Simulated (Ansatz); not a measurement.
Values for one crystal, relaxed and computed with DFT-LDA in the program Ansatz with PAW potentials; other levels are named.

* **Volume per atom**: 13.77 Å³
* **Electronic character**: metallic (no gap)
* **Poisson's ratio**: 0.39
* **Debye temperature from the elastic constants**: 235 K
* **Zone-centre stability**: no imaginary mode at Γ
* **Highest zone-centre frequency**: 211 cm⁻¹
* **Formation energy from the elements (no fitted shifts)**: -0.053 eV/atom

Which of these materials gives this?
A. Al2Au, fluorite or antifluorite type
B. CuAu, L1₀ or tetragonal B2
C. TiAl, L1₀ or tetragonal B2
D. TiAl, CsCl type

B, CuAu, L1₀ or tetragonal B2

Space group P4/mmm (L1₀ or tetragonal B2). Symmetry was held in the LDA relaxation. The run is not spin-polarised. As this level gives no gap, shear constants depend on the k-mesh and smearing (Fermi–Dirac, 0.1 eV here). As this level gives no gap, phonon frequencies hold no LO–TO term and depend on the k-mesh and smearing (Fermi–Dirac, 0.1 eV here). On the denser mesh and wider smearing of the elastic run this cell carries a stress of 0.4 GPa. The references are the lowest solids computed at this level, not always the standard phases. Scalar-relativistic: spin–orbit coupling is off unless named, which matters more the heavier the elements.

Potentials: the earlier of the program's two PAW sets.
